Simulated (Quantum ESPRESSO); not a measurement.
# Al3Hf3RhIn: input and log of a self-consistent run

Computed values, not a measurement. The program is pw.x of Quantum ESPRESSO 7.5 (plane-wave density functional theory). The cell is made up: eight metal atoms on a face-centred cubic lattice, with elements, volume, strain and displacements drawn at random and not relaxed, so it may be unstable or far from any real phase. PseudoDojo standard norm-conserving files set the functional (PBE unless stated); there is no spin polarisation or spin-orbit coupling, the Fermi-Dirac width of 0.25 eV means electrons at about 2900 K, and the masses in the input are unused placeholders. Heavy elements are run without spin-orbit coupling, which real alloys of them have. A spin test at this wide smearing found no moment, but such smearing suppresses magnetism that the real alloy may have.

Input:

```
&control calculation='scf', pseudo_dir='./dojo.nc.sr.pbe.v0_5.standard.upf', outdir='./o', disk_io='minimal', tprnfor=.true., tstress=.true. /
&system ibrav=0, nat=8, ntyp=4, nbnd=51, ecutwfc=87.97787729, nosym=.true., tot_charge=0,
 occupations='smearing', smearing='fd', degauss=0.0183746611
/
&electrons conv_thr=1.470e-08, electron_maxstep=70, mixing_beta=0.5 /
ATOMIC_SPECIES
Al 1.0 Al.upf
Hf 1.0 Hf.upf
In 1.0 In.upf
Rh 1.0 Rh.upf
CELL_PARAMETERS angstrom
-0.0134 -2.0489 -2.0988
-6.0532 -2.0605 -0.0287
-2.0235 4.052 -6.2641
ATOMIC_POSITIONS angstrom
Al -0.0674 -0.0348 -0.0647
Hf -2.0813 2.0948 -4.2684
Rh -2.099 0.0475 -2.0091
Al -4.1045 2.2111 -6.3959
Al -4.0196 0.0669 -4.2116
Hf -4.1406 -2.1276 -2.1942
In -6.145 0.0903 -6.407
Hf -6.141 -2.0193 -4.1972
K_POINTS automatic
8 4 3 1 1 1
```

The log is shortened where brackets say so; the opening notice, blank lines, dates and the lines on written files are dropped, and the path of the files is cut. It prints rydbergs, bohrs and kilobars, and counts compression as positive stress. Its total energy is the free energy E - TS of the whole cell.

```
     Program PWSCF v.7.5
     Parallel version (MPI & OpenMP), running on       4 processor cores
     Number of MPI processes:                 4
     Threads/MPI process:                     1
     [start-up lines left out]
     bravais-lattice index     =            0
     lattice parameter (alat)  =       5.5428  a.u.
     unit-cell volume          =     928.7437 (a.u.)^3
     number of atoms/cell      =            8
     number of atomic types    =            4
     number of electrons       =        75.00
     number of Kohn-Sham states=           51
     kinetic-energy cutoff     =      87.9779  Ry
     charge density cutoff     =     351.9115  Ry
     scf convergence threshold =      1.5E-08
     mixing beta               =       0.5000
     number of iterations used =            8  plain     mixing
     Exchange-correlation= PBE
                           (   1   4   3   4   0   0   0)
     [axes and pseudopotential details left out]
   Cartesian axes
     site n.     atom                  positions (alat units)
         1        Al     tau(   1) = (  -0.0229790  -0.0118645  -0.0220585  )
         2        Hf     tau(   2) = (  -0.7095882   0.7141908  -1.4552473  )
         3        Rh     tau(   3) = (  -0.7156228   0.0161944  -0.6849727  )
         4        Al     tau(   4) = (  -1.3993681   0.7538416  -2.1805867  )
         5        Al     tau(   5) = (  -1.3704227   0.0228086  -1.4358822  )
         6        Hf     tau(   6) = (  -1.4116758  -0.7253735  -0.7480798  )
         7        In     tau(   7) = (  -2.0950461   0.0307864  -2.1843711  )
         8        Hf     tau(   8) = (  -2.0936824  -0.6884502  -1.4309728  )
     number of k points=    48  Fermi-Dirac smearing, width (Ry)=  0.0184
                       cart. coord. in units 2pi/alat
        k(    1) = (  -0.0546521  -0.0163947  -0.0709910), wk =   0.0416667
        k(    2) = (   0.0059567  -0.1968962   0.1048320), wk =   0.0416667
     [further k points left out]
     Dense  grid:   103533 G-vectors     FFT dimensions: (  36,  75,  90)
     Estimated max dynamical RAM per process >     292.23 MB
     Estimated total dynamical RAM >       1.07 GB
     Initial potential from superposition of free atoms
     starting charge      74.9826, renormalised to      75.0000
     Starting wfcs are   61 randomized atomic wfcs
     total cpu time spent up to now is        5.7 secs
     per-process dynamical memory:   226.3 Mb
     Self-consistent Calculation
     iteration #  1     ecut=    87.98 Ry     beta= 0.50
     Davidson diagonalization with overlap
     ethr =  1.00E-02,  avg # of iterations =  3.3
     total cpu time spent up to now is       17.2 secs
     total energy              =    -719.33302062 Ry
     estimated scf accuracy    <       1.08736204 Ry
     iteration #  2     ecut=    87.98 Ry     beta= 0.50
     Davidson diagonalization with overlap
     ethr =  1.45E-03,  avg # of iterations =  4.1
     total cpu time spent up to now is       29.5 secs
     total energy              =    -719.48952275 Ry
     estimated scf accuracy    <       5.77360710 Ry
     iteration #  3     ecut=    87.98 Ry     beta= 0.50
     Davidson diagonalization with overlap
     ethr =  1.45E-03,  avg # of iterations =  2.0
     total cpu time spent up to now is       39.8 secs
     total energy              =    -719.92107972 Ry
     estimated scf accuracy    <       0.24008425 Ry
     iteration #  4     ecut=    87.98 Ry     beta= 0.50
     Davidson diagonalization with overlap
     ethr =  3.20E-04,  avg # of iterations =  2.2
     total cpu time spent up to now is       49.7 secs
     total energy              =    -719.92777312 Ry
     estimated scf accuracy    <       0.22413685 Ry
     iteration #  5     ecut=    87.98 Ry     beta= 0.50
     Davidson diagonalization with overlap
     ethr =  2.99E-04,  avg # of iterations =  1.3
     total cpu time spent up to now is       58.6 secs
     total energy              =    -719.94861198 Ry
     estimated scf accuracy    <       0.02094327 Ry
     [iterations 6 to 11 left out]
     iteration # 12     ecut=    87.98 Ry     beta= 0.50
     Davidson diagonalization with overlap
     ethr =  3.21E-08,  avg # of iterations =  2.0
     total cpu time spent up to now is      132.0 secs
     total energy              =    -719.95153533 Ry
     estimated scf accuracy    <       0.00000057 Ry
     iteration # 13     ecut=    87.98 Ry     beta= 0.50
     Davidson diagonalization with overlap
     ethr =  7.65E-10,  avg # of iterations =  3.8
     total cpu time spent up to now is      143.2 secs
     total energy              =    -719.95153547 Ry
     estimated scf accuracy    <       0.00000010 Ry
     iteration # 14     ecut=    87.98 Ry     beta= 0.50
     Davidson diagonalization with overlap
     ethr =  1.38E-10,  avg # of iterations =  2.6
     total cpu time spent up to now is      153.5 secs
     total energy              =    -719.95153548 Ry
     estimated scf accuracy    <       0.00000003 Ry
     iteration # 15     ecut=    87.98 Ry     beta= 0.50
     Davidson diagonalization with overlap
     ethr =  3.66E-11,  avg # of iterations =  2.9
     total cpu time spent up to now is      164.0 secs
     total energy              =    -719.95153548 Ry
     estimated scf accuracy    <       0.00000010 Ry
     iteration # 16     ecut=    87.98 Ry     beta= 0.50
     Davidson diagonalization with overlap
     ethr =  3.66E-11,  avg # of iterations =  2.0
     total cpu time spent up to now is      173.4 secs
     End of self-consistent calculation
     [lines on levels left out]
!    total energy              =    -719.95153548 Ry
     estimated scf accuracy    <          3.0E-09 Ry
     smearing contrib. (-TS)   =      -0.08204355 Ry
     internal energy E=F+TS    =    -719.86949193 Ry
     The total energy is F=E-TS. E is the sum of the following terms:
     one-electron contribution =    -249.71734899 Ry
     hartree contribution      =     164.10510076 Ry
     xc contribution           =    -170.69722383 Ry
     ewald contribution        =    -463.56001987 Ry
     convergence has been achieved in  16 iterations
     Forces acting on atoms (cartesian axes, Ry/au):
     atom    1 type  1   force =    -0.07087319    0.03418746   -0.02827951
     atom    2 type  2   force =    -0.05692834   -0.00161575    0.02620621
     atom    3 type  4   force =     0.00702950   -0.00364081   -0.00771551
     atom    4 type  1   force =     0.04291496   -0.02537218   -0.00426480
     atom    5 type  1   force =     0.01916463   -0.03156806    0.02219733
     atom    6 type  2   force =     0.02343587    0.06786073   -0.02948785
     atom    7 type  3   force =     0.04737854   -0.03103950    0.03344154
     atom    8 type  2   force =    -0.01212196   -0.00881188   -0.01209740
     Total force =     0.161634     Total SCF correction =     0.000173
     Computing stress (Cartesian axis) and pressure
          total   stress  (Ry/bohr**3)                   (kbar)     P=      141.59
   0.00078226  -0.00009277   0.00001250          115.07      -13.65        1.84
  -0.00009277   0.00106648   0.00008877          -13.65      156.88       13.06
   0.00001250   0.00008877   0.00103873            1.84       13.06      152.80
     init_run     :      5.12s CPU      5.31s WALL (       1 calls)
     electrons    :    167.27s CPU    167.77s WALL (       1 calls)
     forces       :      2.04s CPU      2.06s WALL (       1 calls)
     stress       :      7.32s CPU      7.49s WALL (       1 calls)
     [timing details left out]
     PWSCF        :   3m 2.11s CPU   3m 3.06s WALL
     JOB DONE.
```

In other units: free energy -9795.440 eV for the cell, pressure 14.16 GPa, largest force component 1.822 eV/Å in size. The run took 185 s of wall time with four MPI processes on a shared machine (Intel Xeon, 2023 or later, virtual cores), so the time is rough. A rerun of this cell at a higher cutoff and on a denser mesh moved values by no more than 0.003 eV in energy, 0.13 GPa in stress and 0.011 eV/Å in force, and a second program with other atomic files agreed on that cell to 2 % rms in force and 0.5 GPa in pressure.